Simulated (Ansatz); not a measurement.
Ti:
Space group P6/mmm (No. 191); a = 4.5146 Å, b = 4.5146 Å, c = 2.7993 Å, α = 90.00°, β = 90.00°, γ = 120.00°

| atom | site | symmetry | x | y | z |
|---|---|---|---|---|---|
| Ti | 1a | 6/mmm | 0.0000 | 0.0000 | 0.0000 |
| Ti | 2d | -6m2 | 0.3333 | 0.6667 | 0.5000 |

Relaxed with PBEsol.

Q: Which orbitals make up the states near the Fermi level in DFT-PBEsol in the program Ansatz with PAW potentials?

A: Within 0.5 eV of the Fermi level: Ti 3d 90 %. Projections are on Löwdin-orthogonalised atomic valence shells; empty p or d shells of many metals are not among them.

Q: Tabulate the density of states.

A: States/eV per cell of 3 atoms, in 0.25 eV bins, energy from the Fermi level.

```csv
E (eV),total,Ti 3d,Ti 4s,Ti 3p
-6.35,0.00,0.00,0.00,0.00
-6.10,0.05,0.00,0.04,0.00
-5.85,0.14,0.00,0.11,0.00
-5.60,0.20,0.00,0.16,0.00
-5.35,0.25,0.00,0.20,0.00
-5.10,0.30,0.00,0.24,0.01
-4.85,0.35,0.01,0.29,0.01
-4.60,0.40,0.02,0.33,0.01
-4.35,0.46,0.03,0.38,0.01
-4.10,0.53,0.05,0.43,0.02
-3.85,0.65,0.08,0.51,0.02
-3.60,0.71,0.13,0.53,0.02
-3.35,0.81,0.19,0.58,0.02
-3.10,1.10,0.35,0.70,0.02
-2.85,1.64,0.76,0.82,0.03
-2.60,3.04,2.01,0.95,0.03
-2.35,2.22,1.48,0.68,0.03
-2.10,3.96,3.11,0.75,0.03
-1.85,3.34,2.81,0.43,0.03
-1.60,4.58,4.04,0.38,0.04
-1.35,3.63,3.33,0.16,0.03
-1.10,4.24,3.90,0.13,0.03
-0.85,4.78,4.31,0.15,0.04
-0.60,5.61,4.99,0.18,0.04
-0.35,3.01,2.70,0.13,0.02
-0.10,2.16,1.84,0.16,0.01
0.15,3.97,3.62,0.19,0.02
0.40,4.91,4.49,0.22,0.02
0.65,5.11,4.58,0.25,0.02
0.90,4.71,4.30,0.15,0.02
1.15,9.47,8.80,0.21,0.03
1.40,4.14,3.87,0.11,0.01
1.65,4.11,3.89,0.10,0.01
```

This is a known high-pressure phase of the composition, computed here at zero pressure and temperature. Symmetry was held in the PBEsol relaxation; whether a distortion lowers the energy is not shown. No spin polarisation was allowed. Axis ratios of metals converge slowly with the k-mesh, so a and c are less sure than the volume.

Potentials: the later of the program's two PAW sets.
